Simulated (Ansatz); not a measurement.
Total density of states per atom from the program Ansatz at the r²SCAN level (PAW), in 0.25 eV bins, energy from the Fermi level:

```
E (eV) | states/eV/atom
    -7.85 | # 0.18
    -7.60 | # 0.17
    -7.35 | # 0.17
    -7.10 | # 0.12
    -6.85 | # 0.08
    -6.60 | # 0.13
    -6.35 | ## 0.26
    -6.10 | ## 0.27
    -5.85 | # 0.18
    -5.60 | ## 0.29
    -5.35 | ### 0.40
    -5.10 | ## 0.26
    -4.85 | #### 0.54
    -4.60 | ###### 0.76
    -4.35 | ######### 1.14
    -4.10 | ################# 2.26
    -3.85 | ############## 1.88
    -3.60 | ######################## 3.11
    -3.35 | ################ 2.14
    -3.10 | ################ 2.05
    -2.85 | ################### 2.53
    -2.60 | ##################### 2.75
    -2.35 | ############################## 3.93
    -2.10 | ############ 1.58
    -1.85 | ########## 1.35
    -1.60 | ####### 0.98
    -1.35 | ### 0.39
    -1.10 | ### 0.40
    -0.85 | ### 0.36
    -0.60 | ### 0.39
    -0.35 | ### 0.44
    -0.10 | #### 0.50
     0.15 | ### 0.37
     0.40 | ## 0.22
     0.65 | # 0.13
     0.90 | # 0.10
     1.15 | # 0.10
     1.40 | # 0.12
     1.65 | # 0.19
     1.90 | ## 0.29
     2.15 | ## 0.33
     2.40 | ## 0.28
     2.65 | ## 0.25
     2.90 | ## 0.28
     3.15 | ## 0.32
     3.40 | ## 0.30
     3.65 | ## 0.27
     3.90 | ## 0.28
     4.15 | ### 0.41
     4.40 | ### 0.34
     4.65 | ### 0.38
```

Task: Which compound is it?
(A) ZnS, zinc blende
(B) SiC, wurtzite
(C) Re, hcp (Mg type)
(D) MgInCu4, F-43m (Mg on 4a, In on 4c, Cu on 16e)

Result: D, MgInCu4, F-43m (Mg on 4a, In on 4c, Cu on 16e). Within 0.5 eV of the Fermi level: In 5p 39 %, Cu 3d 24 %, Cu 4s 13 %, outside the projected shells 18 %. Projections are on Löwdin-orthogonalised atomic valence shells; empty p or d shells of many metals are not among them.

The first step of the workflow began from a Materials Project structure, measured or hypothetical; the Crystallography Open Database files this formula in space group No. 216, but the cells were not matched. Whether it is the stable phase at ambient conditions was not checked. The cell was relaxed with r²SCAN under the symmetry of its start; its stability against distortions is not shown here. No spin polarisation was allowed. Spin–orbit coupling is left out wherever it is not named.

Potentials: the later of the program's two PAW sets.
